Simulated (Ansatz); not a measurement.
Rb₂TlAgF₆:
```yaml
crystal:
  lattice:
    - [0.00000, 4.51858, 4.51858]
    - [4.51858, 0.00000, 4.51858]
    - [4.51858, 4.51858, 0.00000]
  atoms:
    - { symbol: Rb, position: [0.75000, 0.75000, 0.75000] }
    - { symbol: Rb, position: [0.25000, 0.25000, 0.25000] }
    - { symbol: Tl, position: [0.00000, 0.00000, 0.00000] }
    - { symbol: Ag, position: [0.50000, 0.50000, 0.50000] }
    - { symbol: F, position: [0.75960, 0.24040, 0.24040] }
    - { symbol: F, position: [0.24040, 0.75960, 0.75960] }
    - { symbol: F, position: [0.24040, 0.75960, 0.24040] }
    - { symbol: F, position: [0.75960, 0.24040, 0.75960] }
    - { symbol: F, position: [0.24040, 0.24040, 0.75960] }
    - { symbol: F, position: [0.75960, 0.75960, 0.24040] }
```

Relaxed with r²SCAN. Special points in fractions of this cell's reciprocal vectors: Γ (0.000, 0.000, 0.000); X (0.500, 0.000, 0.500); U (0.625, 0.250, 0.625); K (0.375, 0.375, 0.750); L (0.500, 0.500, 0.500); W (0.500, 0.250, 0.750).

Task: List the band energies nearest the valence-band maximum at these points for the program Ansatz at the r²SCAN with spin–orbit coupling level (PAW).

Result: In eV from the valence-band maximum; about four levels below and three above (degenerate sets whole), none deeper than 8.9 eV; points with the same levels are listed once.

```json
[
 {"k": "Γ", "below": "0.00 0.00 0.00 0.00", "above": "0.86 0.86 5.78 5.78"},
 {"k": "X", "below": "-0.94 -0.94 0.00 0.00", "above": "2.78 2.78 5.58 5.58"},
 {"k": "U", "below": "-0.76 -0.76 -0.18 -0.18", "above": "2.71 2.71 5.22 5.22"},
 {"k": "L", "below": "-0.38 -0.38 -0.36 -0.36", "above": "2.14 2.14 4.50 4.50"},
 {"k": "W", "below": "-0.70 -0.70 -0.25 -0.25", "above": "2.75 2.75 5.30 5.30"}
]
```

Space group Fm-3m. The first step of the workflow began from a Materials Project structure, measured or hypothetical; the Crystallography Open Database copy checked does not list it. Its standing as an ambient phase is unchecked. The cell was relaxed with r²SCAN under the symmetry of its start; its stability against distortions is not shown here. No spin polarisation was allowed.

Potentials: the later of the program's two PAW sets.
